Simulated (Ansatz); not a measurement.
SnSe2 in the CdI2 structure, relaxed with r2SCAN+rVV10: 3 runs in the PAW code Ansatz, each a calculation of independent-particle optics. Space group P-3m1 (No. 164), trigonal; a = 3.825 Å, c = 6.227 Å in the conventional setting, 26.30 Å³ an atom. Sn has 6 Se at 2.71 Å; Se has 3 Sn at 2.71 Å. The values are computed, spin-unpolarised, and not measurements.

```
Sn Se
1.0
     3.82515    0.00000    0.00000
    -1.91257    3.31268    0.00000
     0.00000    0.00000    6.22708
Sn Se
1 2
Cartesian
  0.0000 0.0000 0.0000
  0.0000 2.2085 1.5759
  1.9126 1.1042 4.6511
```

On meshes this coarse, single peaks can be features of the mesh. No local fields, no excitons; the zone sum runs over the cells of the mesh, and ε∞ includes the bands left out of the spectrum. Up to four peaks are listed, those above 15 % of the tallest and inside the complete range; the four can differ from row to row.

```
functional  k mesh  broadening (eV)    scissors (eV)  range (eV)  direct gap on the mesh before scissors (eV)  ε∞ xx  ε∞ yy  ε∞ zz  complete up to (eV)  tallest peaks of mean ε₂ (eV)
       PBE   6×6×4              0.1             0.00        0–12                                         1.13  12.27  12.27  11.88                 12.0            3.15 3.70 4.90 5.55
    r2SCAN   6×6×4              0.1             0.00        0–12                                         1.51  10.25  10.25   9.82                 12.0            4.00 4.70 5.40 6.05
       PBE   6×6×4              0.1  0.75 (to HSE06)        0–12                                         1.13  10.29  10.29   9.84                 12.0            3.90 4.45 5.65 6.30
```

The fundamental gap is indirect (0.79 eV with PBE on 6×6×4); the table holds the direct one.

Spin-orbit coupling is left out, which matters wherever the heavy atoms make up the band edges.
